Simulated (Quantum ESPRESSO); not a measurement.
# Al3Ta2W2Pd: finding a planted mistake in a log

Computed values, not a measurement. The program is pw.x of Quantum ESPRESSO 7.5 (plane-wave density functional theory). The cell is made up: eight metal atoms on a hexagonal close-packed lattice, with elements, volume, strain and displacements drawn at random and not relaxed, so it may be unstable or far from any real phase. PseudoDojo standard norm-conserving files set the functional (PBE unless stated); there is no spin polarisation or spin-orbit coupling, the Fermi-Dirac width of 0.25 eV means electrons at about 2900 K, and the masses in the input are unused placeholders. Heavy elements are run without spin-orbit coupling, which real alloys of them have. A spin test at this wide smearing found no moment, but such smearing suppresses magnetism that the real alloy may have.

Intended input:

```
&control calculation='scf', pseudo_dir='./dojo.nc.sr.pbe.v0_5.standard.upf', outdir='./o', disk_io='minimal', tprnfor=.true., tstress=.true. /
&system ibrav=0, nat=8, ntyp=4, nbnd=57, ecutwfc=82.02448710, nosym=.true., tot_charge=0,
 occupations='smearing', smearing='fd', degauss=0.0183746611
/
&electrons conv_thr=1.470e-08, electron_maxstep=70, mixing_beta=0.5 /
ATOMIC_SPECIES
Al 1.0 Al.upf
Pd 1.0 Pd.upf
Ta 1.0 Ta.upf
W 1.0 W.upf
CELL_PARAMETERS angstrom
-2.7955 0.0 0.0
0.0 4.8419 -4.5877
0.0 -4.8419 -4.5877
ATOMIC_POSITIONS angstrom
Al 0.1665 0.043 0.1043
Ta -0.042 1.4307 -2.2075
W 0.025 0.0349 -4.7441
Pd -0.0357 1.5165 -6.7253
Al -1.4647 -0.8168 -2.2292
Al -1.3558 -2.3176 -4.4716
W -1.2269 -0.9944 -6.8311
Ta -1.4061 2.3661 -4.657
K_POINTS automatic
8 4 4 1 1 1
```

The log is shortened where brackets say so; the opening notice, blank lines, dates and the lines on written files are dropped, and the path of the files is cut. It prints rydbergs, bohrs and kilobars, and counts compression as positive stress. Its total energy is the free energy E - TS of the whole cell.

Log of the intended run:

```
     Program PWSCF v.7.5
     Parallel version (MPI & OpenMP), running on       4 processor cores
     Number of MPI processes:                 4
     Threads/MPI process:                     1
     [start-up lines left out]
     bravais-lattice index     =            0
     lattice parameter (alat)  =       5.2827  a.u.
     unit-cell volume          =     838.1021 (a.u.)^3
     number of atoms/cell      =            8
     number of atomic types    =            4
     number of electrons       =        81.00
     number of Kohn-Sham states=           57
     kinetic-energy cutoff     =      82.0245  Ry
     charge density cutoff     =     328.0979  Ry
     scf convergence threshold =      1.5E-08
     mixing beta               =       0.5000
     number of iterations used =            8  plain     mixing
     Exchange-correlation= PBE
                           (   1   4   3   4   0   0   0)
     [axes and pseudopotential details left out]
   Cartesian axes
     site n.     atom                  positions (alat units)
         1        Al     tau(   1) = (   0.0595600   0.0153819   0.0373100  )
         2        Ta     tau(   2) = (  -0.0150241   0.5117868  -0.7896620  )
         3        W      tau(   3) = (   0.0089429   0.0124843  -1.6970488  )
         4        Pd     tau(   4) = (  -0.0127705   0.5424790  -2.4057593  )
         5        Al     tau(   5) = (  -0.5239492  -0.2921839  -0.7974244  )
         6        Al     tau(   6) = (  -0.4849937  -0.8290467  -1.5995707  )
         7        W      tau(   7) = (  -0.4388839  -0.3557145  -2.4436058  )
         8        Ta     tau(   8) = (  -0.5029869   0.8463960  -1.6658916  )
     number of k points=    64  Fermi-Dirac smearing, width (Ry)=  0.0184
                       cart. coord. in units 2pi/alat
        k(    1) = (  -0.0625000   0.0000000  -0.0761683), wk =   0.0312500
        k(    2) = (  -0.0625000  -0.0721695  -0.1523367), wk =   0.0312500
     [further k points left out]
     Dense  grid:    84155 G-vectors     FFT dimensions: (  32,  75,  75)
     Estimated max dynamical RAM per process >     293.91 MB
     Estimated total dynamical RAM >       1.09 GB
     Initial potential from superposition of free atoms
     starting charge      80.9896, renormalised to      81.0000
     Starting wfcs are   61 randomized atomic wfcs
     total cpu time spent up to now is        6.1 secs
     per-process dynamical memory:   230.1 Mb
     Self-consistent Calculation
     iteration #  1     ecut=    82.02 Ry     beta= 0.50
     Davidson diagonalization with overlap
     ethr =  1.00E-02,  avg # of iterations =  4.6
     total cpu time spent up to now is       22.1 secs
     total energy              =    -838.19938591 Ry
     estimated scf accuracy    <      15.75105901 Ry
     iteration #  2     ecut=    82.02 Ry     beta= 0.50
     Davidson diagonalization with overlap
     ethr =  1.00E-02,  avg # of iterations =  3.1
     total cpu time spent up to now is       43.8 secs
     total energy              =    -840.99327603 Ry
     estimated scf accuracy    <      95.00572899 Ry
     [iterations 3 to 17 left out]
     iteration # 18     ecut=    82.02 Ry     beta= 0.50
     Davidson diagonalization with overlap
     ethr =  3.71E-11,  avg # of iterations =  2.0
     total cpu time spent up to now is      258.2 secs
     total energy              =    -848.65807123 Ry
     estimated scf accuracy    <       0.00000001 Ry
     iteration # 19     ecut=    82.02 Ry     beta= 0.50
     Davidson diagonalization with overlap
     ethr =  1.82E-11,  avg # of iterations =  1.2
     total cpu time spent up to now is      269.2 secs
     End of self-consistent calculation
     [lines on levels left out]
!    total energy              =    -848.65807123 Ry
     estimated scf accuracy    <          3.4E-09 Ry
     smearing contrib. (-TS)   =      -0.09253016 Ry
     internal energy E=F+TS    =    -848.56554107 Ry
     The total energy is F=E-TS. E is the sum of the following terms:
     one-electron contribution =    -379.33340820 Ry
     hartree contribution      =     228.94255323 Ry
     xc contribution           =    -174.93068980 Ry
     ewald contribution        =    -523.24399631 Ry
     convergence has been achieved in  19 iterations
     Forces acting on atoms (cartesian axes, Ry/au):
     atom    1 type  1   force =    -0.00985573   -0.00704714    0.03214791
     atom    2 type  3   force =    -0.00492409    0.02781506    0.01821665
     atom    3 type  4   force =    -0.00204918   -0.08723424    0.15060339
     atom    4 type  2   force =     0.01416235    0.05738225   -0.15976852
     atom    5 type  1   force =     0.00378126   -0.04348999   -0.03407348
     atom    6 type  1   force =    -0.00184180   -0.03246215    0.00472090
     atom    7 type  4   force =     0.00334651    0.02226055   -0.06761969
     atom    8 type  3   force =    -0.00261932    0.06277566    0.05577284
     Total force =     0.279121     Total SCF correction =     0.000243
     Computing stress (Cartesian axis) and pressure
          total   stress  (Ry/bohr**3)                   (kbar)     P=      172.18
   0.00081687   0.00002996   0.00004491          120.17        4.41        6.61
   0.00002996   0.00142304  -0.00018453            4.41      209.34      -27.14
   0.00004491  -0.00018453   0.00127149            6.61      -27.14      187.04
     init_run     :      5.71s CPU      5.94s WALL (       1 calls)
     electrons    :    262.54s CPU    263.16s WALL (       1 calls)
     forces       :      2.01s CPU      2.03s WALL (       1 calls)
     stress       :      6.93s CPU      7.11s WALL (       1 calls)
     [timing details left out]
     PWSCF        :   4m37.32s CPU   4m38.39s WALL
     JOB DONE.
```

A second run was made from an input with one planted mistake. Its log:

```
     Program PWSCF v.7.5
     Parallel version (MPI & OpenMP), running on       4 processor cores
     Number of MPI processes:                 4
     Threads/MPI process:                     1
     [start-up lines left out]
     bravais-lattice index     =            0
     lattice parameter (alat)  =       5.2827  a.u.
     unit-cell volume          =     838.1021 (a.u.)^3
     number of atoms/cell      =            8
     number of atomic types    =            4
     number of electrons       =        81.00
     number of Kohn-Sham states=           57
     kinetic-energy cutoff     =      82.0245  Ry
     charge density cutoff     =     328.0979  Ry
     scf convergence threshold =      1.5E-08
     mixing beta               =       0.5000
     number of iterations used =            8  plain     mixing
     Exchange-correlation= PBE
                           (   1   4   3   4   0   0   0)
     [axes and pseudopotential details left out]
   Cartesian axes
     site n.     atom                  positions (alat units)
         1        Al     tau(   1) = (   0.0595600   0.0153819   0.0373100  )
         2        Ta     tau(   2) = (  -0.0150241   0.5117868  -0.7896620  )
         3        W      tau(   3) = (   0.0089429   0.0840279  -1.6970488  )
         4        Pd     tau(   4) = (  -0.0127705   0.5424790  -2.4057593  )
         5        Al     tau(   5) = (  -0.5239492  -0.2921839  -0.7974244  )
         6        Al     tau(   6) = (  -0.4849937  -0.8290467  -1.5995707  )
         7        W      tau(   7) = (  -0.4388839  -0.3557145  -2.4436058  )
         8        Ta     tau(   8) = (  -0.5029869   0.8463960  -1.6658916  )
     number of k points=    64  Fermi-Dirac smearing, width (Ry)=  0.0184
                       cart. coord. in units 2pi/alat
        k(    1) = (  -0.0625000   0.0000000  -0.0761683), wk =   0.0312500
        k(    2) = (  -0.0625000  -0.0721695  -0.1523367), wk =   0.0312500
     [further k points left out]
     Dense  grid:    84155 G-vectors     FFT dimensions: (  32,  75,  75)
     Estimated max dynamical RAM per process >     293.91 MB
     Estimated total dynamical RAM >       1.09 GB
     Initial potential from superposition of free atoms
     starting charge      80.9896, renormalised to      81.0000
     Starting wfcs are   61 randomized atomic wfcs
     total cpu time spent up to now is        7.6 secs
     per-process dynamical memory:   230.1 Mb
     Self-consistent Calculation
     iteration #  1     ecut=    82.02 Ry     beta= 0.50
     Davidson diagonalization with overlap
     ethr =  1.00E-02,  avg # of iterations =  4.6
     total cpu time spent up to now is       27.4 secs
     total energy              =    -838.71208285 Ry
     estimated scf accuracy    <      14.97148408 Ry
     iteration #  2     ecut=    82.02 Ry     beta= 0.50
     Davidson diagonalization with overlap
     ethr =  1.00E-02,  avg # of iterations =  3.0
     total cpu time spent up to now is       49.1 secs
     total energy              =    -841.29368250 Ry
     estimated scf accuracy    <      89.83662804 Ry
     [iterations 3 to 17 left out]
     iteration # 18     ecut=    82.02 Ry     beta= 0.50
     Davidson diagonalization with overlap
     ethr =  3.19E-11,  avg # of iterations =  3.0
     total cpu time spent up to now is      330.9 secs
     total energy              =    -848.60318031 Ry
     estimated scf accuracy    <       0.00000010 Ry
     iteration # 19     ecut=    82.02 Ry     beta= 0.50
     Davidson diagonalization with overlap
     ethr =  3.19E-11,  avg # of iterations =  2.0
     total cpu time spent up to now is      348.6 secs
     End of self-consistent calculation
     [lines on levels left out]
!    total energy              =    -848.60318032 Ry
     estimated scf accuracy    <          1.8E-09 Ry
     smearing contrib. (-TS)   =      -0.08770287 Ry
     internal energy E=F+TS    =    -848.51547745 Ry
     The total energy is F=E-TS. E is the sum of the following terms:
     one-electron contribution =    -397.12870270 Ry
     hartree contribution      =     237.87948688 Ry
     xc contribution           =    -175.02753499 Ry
     ewald contribution        =    -514.23872664 Ry
     convergence has been achieved in  19 iterations
     Forces acting on atoms (cartesian axes, Ry/au):
     atom    1 type  1   force =    -0.00999685   -0.00483499    0.03512240
     atom    2 type  3   force =    -0.00739624    0.03077100    0.03131643
     atom    3 type  4   force =     0.00322056   -0.20452593    0.17202801
     atom    4 type  2   force =     0.01414579    0.08636442   -0.21698406
     atom    5 type  1   force =     0.00292621   -0.04152377   -0.03482171
     atom    6 type  1   force =    -0.00232171   -0.01153392   -0.00234127
     atom    7 type  4   force =    -0.00074084    0.03051901   -0.04433945
     atom    8 type  3   force =     0.00016308    0.11476419    0.06001966
     Total force =     0.390225     Total SCF correction =     0.000232
     Computing stress (Cartesian axis) and pressure
          total   stress  (Ry/bohr**3)                   (kbar)     P=      207.18
   0.00107788   0.00004863   0.00005274          158.56        7.15        7.76
   0.00004863   0.00164216  -0.00023520            7.15      241.57      -34.60
   0.00005274  -0.00023520   0.00150505            7.76      -34.60      221.40
     init_run     :      6.48s CPU      6.71s WALL (       1 calls)
     electrons    :    340.30s CPU    341.01s WALL (       1 calls)
     forces       :      2.84s CPU      2.86s WALL (       1 calls)
     stress       :     10.57s CPU     10.80s WALL (       1 calls)
     [timing details left out]
     PWSCF        :   6m 1.12s CPU   6m 2.33s WALL
     JOB DONE.
```

Question: the log repeats what the program read. Compare it with the intended run: what was wrong in the second input?

Answer: one coordinate of one atom is wrong. The input lines that differ:

```
- W 0.025 0.0349 -4.7441
+ W 0.025 0.2349 -4.7441
```

|  | intended run | run with the mistake |
| --- | --- | --- |
| free energy (eV) | -11546.581 | -11545.834 |
| entropy term -TS, part of it (eV) | -1.259 | -1.193 |
| pressure (GPa) | 17.22 | 20.72 |
| size of the largest force component (eV/Å) | 4.108 | 5.579 |
| largest change of a force component (eV/Å) |  | 3.016 |
| iterations | 19 | 19 |

For scale, a rerun of the intended cell at a higher cutoff and on a denser mesh moved values by no more than 0.005 eV in energy, 0.06 GPa in stress and 0.004 eV/Å in force, and a second program with other atomic files agreed on that cell to 2 % rms in force and 0.5 GPa in pressure.